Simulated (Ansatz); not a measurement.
VBiO4: gradients before and after relaxing the atoms

Start: a COD entry (listed for 566 K), atoms as given.

Space group I4_1/a:1 (No. 88); a = 5.1470, c = 11.7216 Å.

```
site  Wyckoff  site symmetry       x       y       z
   V       4a           -4..  0.0000  0.5000  0.2500
  Bi       4b           -4..  0.5000  0.0000  0.2500
   O      16f              1  0.6375  0.2485  0.8284
```

One atom of each set is listed; the run and its k-mesh use a cell of 12 atoms with edges of 6.90, 6.90, 6.90 Å.

Level of theory: DFT, PBE, plane waves and PAW, scalar-relativistic, 420 eV cutoff, Γ-centred 6×6×6 k-points, Fermi–Dirac smearing 0.02 eV (Ansatz 0.2.0).

The largest force at the start is 0.26 eV/Å. Relaxing the ions at fixed cell moves them by 0.010 Å at most (atom 5, O) and 0.008 Å rms. End positions:

V (0.0000, 0.5000, 0.2500)
Bi (0.5000, 0.0000, 0.2500)
O (0.6394, 0.2491, 0.8286)

```tsv
site	moved (Å)	first shell before	first shell after	V_zz before (10²¹ V/m²)	η before
V	0.000	4 O at 1.73 Å	4 O at 1.73 Å	4.30	0.00
Bi	0.000	8 O at 2.45–2.49 Å	8 O at 2.44–2.49 Å	0.23	0.00
O	0.010	1 V at 1.73 Å	1 V at 1.73 Å	-3.93	0.32
```

(1) What are V_zz and η after the relaxation?

Answers

(1) 

| site | V_zz after | η after | change of V_zz |
| --- | --- | --- | --- |
| V | 4.35 | 0.00 | +0.05 |
| Bi | 0.83 | 0.00 | +0.60 |
| O | -3.94 | 0.34 | -0.01 |

The largest change of V_zz is on Bi, from 0.23 to 0.83. In per cent, |V_zz| changes by +1 on V, 0 on O (all sites that start above 0.5).

Spin–orbit coupling is left out, which shifts gradients on Bi by a few per cent, and by more where contributions nearly cancel.
